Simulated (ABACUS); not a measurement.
Band structure of Te₂Mo (P6_3/mmc, 6 atoms in the cell; from Materials Project mp-602).

```yaml
crystal:
  lattice:
    - [3.56565, 0.00000, 0.00000]
    - [-1.78283, 3.08794, 0.00000]
    - [0.00000, 0.00000, 14.64778]
  atoms:
    - { symbol: Te, position: [0.33333, 0.66667, 0.62782] }
    - { symbol: Te, position: [0.66667, 0.33333, 0.37218] }
    - { symbol: Te, position: [0.66667, 0.33333, 0.12782] }
    - { symbol: Te, position: [0.33333, 0.66667, 0.87218] }
    - { symbol: Mo, position: [0.33333, 0.66667, 0.25000] }
    - { symbol: Mo, position: [0.66667, 0.33333, 0.75000] }
```

All values come from this method and carry its errors: PBE, PseudoDojo 0.5 standard norm-conserving PBE (tails mended) pseudopotentials (plane waves; ABACUS 3.10.1).

Settings: KPT = Gamma 5 5 1 0 0 0; basis_type = pw; dft_functional = PBE; ecutwfc = 82.3 Ry; smearing_method = gaussian; smearing_sigma = 0.00367493 Ry; potentials = PseudoDojo 0.5 standard norm-conserving PBE (tails mended); symmetry = 1; symmetry_prec = 1e-05; nbands = 58; ks_solver = dav_subspace; scf_nmax = 100; scf_thr = 1.0e-09 Ry; mixing_type = broyden.

Spin-orbit coupling is left out, which matters for bands and gaps with elements this heavy. The structure comes from a collection of computed structures, made at another level of theory; the collection holds predicted forms beside known ones.

Problem. Predict the gap along the standard path and the places of the band edges.

Solution. The gap along the path is 0.91 eV, from Γ to a point between K and Γ; the smallest direct gap on it is 0.98 eV.

Points are given in units of this cell's reciprocal vectors. Levels in eV from the top of the valence band on the path, bands 43 to 50:
| point | 43 | 44 | 45 | 46 | 47 | 48 | 49 | 50 |
|---|---|---|---|---|---|---|---|---|
| Γ (0 0 0) | -0.99 | -0.79 | -0.57 | 0.00 | 2.90 | 2.90 | 2.97 | 2.97 |
| M (0.5 0 0) | -0.84 | -0.81 | -0.53 | -0.39 | 1.26 | 1.30 | 1.52 | 1.72 |
| K (0.333 0.333 0) | -1.72 | -1.72 | -0.17 | -0.03 | 0.94 | 0.94 | 1.51 | 2.18 |
| A (0 0 0.5) | -1.00 | -1.00 | -0.12 | -0.12 | 2.93 | 2.93 | 2.93 | 2.93 |
| L (0.5 0 0.5) | -0.82 | -0.82 | -0.46 | -0.46 | 1.28 | 1.28 | 1.63 | 1.63 |
| H (0.333 0.333 0.5) | -1.79 | -1.79 | -0.11 | -0.11 | 0.94 | 0.94 | 1.82 | 1.82 |

“Tails mended”: in these copies of the files the far tail of each local potential was reset to the Coulomb form.
